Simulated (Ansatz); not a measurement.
Consider the following.

Zr₃Si₂:
```xyz
10
Lattice="7.1057 0.0000 0.0000 0.0000 7.1057 0.0000 0.0000 0.0000 3.7083" Properties=species:S:1:pos:R:3 pbc="T T T"
Zr     1.2355     4.7883     1.8542
Zr     5.8702     2.3174     1.8542
Zr     2.3174     1.2355     1.8542
Zr     4.7883     5.8702     1.8542
Zr     0.0000     0.0000     0.0000
Zr     3.5528     3.5528     0.0000
Si     4.4190     0.8661     0.0000
Si     2.6867     6.2396     0.0000
Si     6.2396     4.4190     0.0000
Si     0.8661     2.6867     0.0000
```

This is the r²SCAN-relaxed structure.

### Question
All from plane-wave PAW r²SCAN (Ansatz code), unless another level is named. Estimate the electronic character.

### Answer
metallic (no gap).

### Question
And the density of states at the Fermi level?

### Answer
0.76 states/eV per atom (mean over ±0.08 eV).

### Question
Give the formation energy from the elements (no fitted shifts).

### Answer
-0.94 eV/atom.

Space group P4/mbm. The first step of the workflow began from a Materials Project structure, measured or hypothetical; the Crystallography Open Database copy checked does not list it. Its standing as an ambient phase is unchecked. Symmetry was held in the r²SCAN relaxation; its stability against distortions is not shown here. The run is not spin-polarised. The references are the lowest solids computed at this level, not always the standard phases. Spin–orbit coupling is left out wherever it is not named.

Potentials: the later of the program's two PAW sets.
